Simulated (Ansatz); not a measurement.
Relaxed-ion elastic tensor of SiBCN in space group R3m (No. 160; B on 3a, N on 3a, Si on 3a, C on 3a) in GPa (Voigt order), the program Ansatz at the r²SCAN level (PAW); density 3.33 g/cm³, 8.10 Å³ per atom.

```csv
,1,2,3,4,5,6
1,670,116,95.9,-63.0,0.0,0.0
2,116,670,95.9,63.0,0.0,0.0
3,95.9,95.9,415,0.0,0.0,0.0
4,-63.0,63.0,0.0,196,0.0,0.0
5,0.0,0.0,0.0,0.0,196,-63.0
6,0.0,0.0,0.0,0.0,-63.0,277
```

Task: Is the crystal mechanically stable?

Result: Yes: the smallest eigenvalue of C is 162 GPa.

Task: Work out the Voigt, Reuss and Hill averages.

Result: K_V = 263, K_R = 250, K_H = 256; G_V = 230, G_R = 209, G_H = 220 GPa.

Task: Give Young's modulus, Poisson's ratio, Pugh's ratio and the universal anisotropy index.

Result: E = 9KG/(3K + G) = 513 GPa; ν = 0.17; K/G = 1.17 (brittle by the Pugh limit of 1.75); A_U = 5G_V/G_R + K_V/K_R − 6 = 0.56.

Task: Estimate the sound speeds and the Debye temperature.

Result: v_l = √((K + 4G/3)/ρ) = 12900 m/s, v_t = √(G/ρ) = 8130 m/s, mean 8940 m/s; Θ = (h/k)(3n/4πV)^(1/3) v_m = 1330 K.

Task: How much does each axis shrink under pressure?

Result: Linear compressibilities β_i = Σ_j S_ij (j = 1 to 3): x 1.0, y 1.0, z 1.9 per TPa.

The start of the workflow was typed in or built on a structure type; neither database checked (COD, Materials Project) lists it. Whether it is the stable phase at ambient conditions was not checked. The r²SCAN relaxation kept the symmetry of its start; its stability against distortions is not shown here. The volume moved by -18 % from the start of the relaxation.

Potentials: the earlier of the program's two PAW sets.
